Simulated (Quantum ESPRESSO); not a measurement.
One change at a time to Cu4InRhSn2

All numbers below are calculated, not measured. They come from Quantum ESPRESSO 7.5, a public plane-wave density functional program. Each row is one single-point run on a made-up periodic cell of eight metal atoms, with elements, volume, strain and displacements drawn at random and not relaxed, so a cell may be unstable or far from any real phase. There is no spin polarisation or spin-orbit coupling.

Settings: PBE unless stated; PseudoDojo standard norm-conserving files; Fermi-Dirac width 0.25 eV, which means electrons at about 2900 K; cutoff 1252 eV; 5 x 5 x 4 k mesh shifted half a step off Gamma. E is the free energy of the whole cell (internal energy minus TS), so a -TS column is already part of it. Stress is positive in tension, and the pressure P is minus a third of its trace.

Checks: one run of this series was repeated at a higher cutoff and on a denser mesh, which moved values by no more than 0.011 eV, 0.08 GPa and 0.012 eV/Å, and a second program with other atomic files agreed on it to 2 % rms in force and 0.5 GPa in pressure. Known limits: the copper pseudopotential is less sure than most, with forces differing by about three percent and pressure by about two GPa from a second method on plain copper; the tin pseudopotential is less sure than most, with forces differing by about three percent from a second method on plain tin; a spin test at this wide smearing found no moment, but such smearing suppresses magnetism that the real alloy may have.

The lattice is hexagonal close-packed, and the cell vectors in Å are (0.031, 0.070, -4.679); (0.042, 4.838, -0.072); (5.439, 0.048, -0.037), a volume of 123.09 Å³ in run 1. The elements on sites 1 to 8 are Sn Cu Rh Sn In Cu Cu Cu. Each later run makes one change to run 1 and keeps the rest. E is counted from run 1, and is n/a where other atomic files have another zero of energy.

| run | change | V (Å³) | P (GPa) | -TS (eV) | rms force (eV/Å) | largest change of a force component (eV/Å) | E (eV) |
|---|---|---|---|---|---|---|---|
| 1 | none | 123.09 | 11.09 | -0.609 | 0.987 | 0.000 | 0.000 |
| 2 | sites 1 and 8 exchanged | 123.09 | 11.47 | -0.675 | 1.076 | 1.959 | 0.288 |
| 3 | all lengths scaled by -1.74 % | 116.78 | 20.02 | -0.567 | 1.108 | 0.364 | ? |
| 4 | LDA in place of PBE | 123.09 | 0.13 | -0.612 | 0.951 | 0.091 | n/a |
| 5 | Pd on site 2 | 123.09 | 14.08 | -0.698 | 0.987 | 0.737 | n/a |
| 6 | site 4 moved by +0.10 Å along x | 123.09 | 12.10 | -0.611 | 1.185 | 1.124 | 0.357 |

## Worked estimate

Along a uniform scaling dE = -P dV. The mean of the two pressures is 15.555 GPa and the volume changes by -6.31 Å³, with 160.2 GPa to one eV/Å³. The same two rows give -V dP/dV = 170 GPa for this cell with clamped atoms, which is not the bulk modulus of a real alloy.

## Withheld value

Question: what E should run 3 give?

The estimate is 0.613 eV. The calculation gave 0.605 eV. The mean of two end points misses the curvature of P, and the finite cutoff adds a little.
